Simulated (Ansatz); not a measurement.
CaTiO3 (cubic perovskite)

```
CaTiO3
1.0
    3.84096     0.00000     0.00000
    0.00000     3.84096     0.00000
    0.00000     0.00000     3.84096
Ca Ti O
1 1 3
Direct
  0.00000   0.00000   0.00000
  0.50000   0.50000   0.50000
  0.00000   0.50000   0.50000
  0.50000   0.50000   0.00000
  0.50000   0.00000   0.50000
```

The slice is a {110} plane (indices of the conventional cell) through the point (0.500, 0.500, 0.500) (fractional), spanned by u = [100] and v = [011] in vectors of this cell: u (3.84 Å) and v (5.43 Å, at 90° to u). It covers one period; positions are fractions (u, v).

Method: PBEsol (plane waves to 420 eV, PAW, scalar-relativistic; Ansatz, an electronic-structure program). k mesh 9×9×9. Inside the PAW spheres the values are not all-electron values, and peaks at nuclei hang on which shells count as valence. CaTiO3 is run without spin polarisation. CaTiO3 was relaxed with its symmetry unable to fall. This is a high-temperature form of CaTiO3.

Task: What is the ELF at the midpoint of the shortest Ti–O line in this plane (1.92 Å)?

Result: 0.22.

Task: What is the valence density on the shortest Ti–O line in this plane (1.92 Å), at its midpoint?

Result: 0.77 e/Å³.

Task: Sketch the electron localisation function (ELF) on this plane as a map.

Result: 
```
|xxxx66773322669988xxxxxx88996622337766xx|
|xx667766221166999988xx889999661122667766|
|7777663311115588999999999988551111336677|
|4433220000113366889999998866331100002233|
|0000000000002244667777776644220000000000|
|0000000000000011223333332211000000000000|
|0000000000000000000000000000000000000000|
|0000000000000000000000000000000000000000|
|0000000000000011224444442211000000000000|
|0000000000001155888899888855110000000000|
|0000000000115588999999999988551100000000|
|00000000003388999999xx999999883300000000|
|000000000055999999xxxxxx9999995500000000|
|0000000011669999xxxxxxxxxx99996611000000|
|000000000055999999xxxxxx9999995500000000|
|00000000003388999999xx999999883300000000|
|0000000000115588999999999988551100000000|
|0000000000001155888899888855110000000000|
|0000000000000011224444442211000000000000|
|0000000000000000000000000000000000000000|
|0000000000000000000000000000000000000000|
|0000000000000011223333332211000000000000|
|0000000000002244667777776644220000000000|
|4433220000113366889999998866331100002233|
|7777663311115588999999999988551111336677|
|xx667766221166999988xx889999661122667766|
|xxxx66773322669988xxxxxx88996622337766xx|
|xxxxxx7744227799xxxxxxxxxx9977224477xxxx|
```
Scale: ten equal steps from 0.01 (start of '0') to 0.86 (end of '9'), in the order '0123456789'. Values: electron localisation function (ELF). The map has 20 points along u (two characters each, u = 0 at the left) and 28 along v (v = 0 in the bottom row). Points within 0.4 Å of a nucleus are blanked (x), as the pseudised field means little there.
